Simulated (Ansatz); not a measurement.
This run works on a proposed trial structure, not on a known crystal.

Input and command of a plane-wave DFT calculation in Ansatz:

```yaml
crystal:
  lattice:
    - [2.9351921368, 0.0, 0.0]
    - [-1.4675960684, 2.5419509555, 0.0]
    - [0.0, 0.0, 13.2409130312]
  atoms:
    - { symbol: Ta, position: [0.0, 0.0, 0.2849905402] }
    - { symbol: Ta, position: [0.0, 0.0, 0.7150094598] }
    - { symbol: Ta, position: [0.3333333333, 0.6666666667, 0.0951556383] }
    - { symbol: Ta, position: [0.6666666667, 0.3333333333, 0.9048443617] }
    - { symbol: F, position: [0.6666666667, 0.3333333333, 0.3936497281] }
    - { symbol: F, position: [0.3333333333, 0.6666666667, 0.6063502719] }
basis:
  ecutwfc: 420
kpoints:
  mp_grid: { grid: [12, 12, 4] }
hamiltonian:
  xc: pbe
scf:
  occupations: { method: gaussian, width: 0.1 }
output:
  forces: true
  stress: true
  eigenvalues: true
relax:
  adjacent_minimum: "off"
  f_tol: 0.01
  max_steps: 80
  cell: { stress_tol: 0.05 }
```

```bash
ansatz run input.yaml --threads 1 --pin off --max-ram 2560MiB --backend cpu --events-out ev --progress --plain --runs-dir out
```

Processor: Intel(R) Xeon(R) 6975P-C (Granite Rapids), 1 thread, on a host shared with other jobs.

How long does it run, and how much memory does it take?

About 2.1 min, peak memory 0.52 GiB. It solves 40 bands at 69 k points (after reduction by symmetry) with about 1977 plane waves (on the last cell), in 93 SCF iterations over 14 ionic steps.
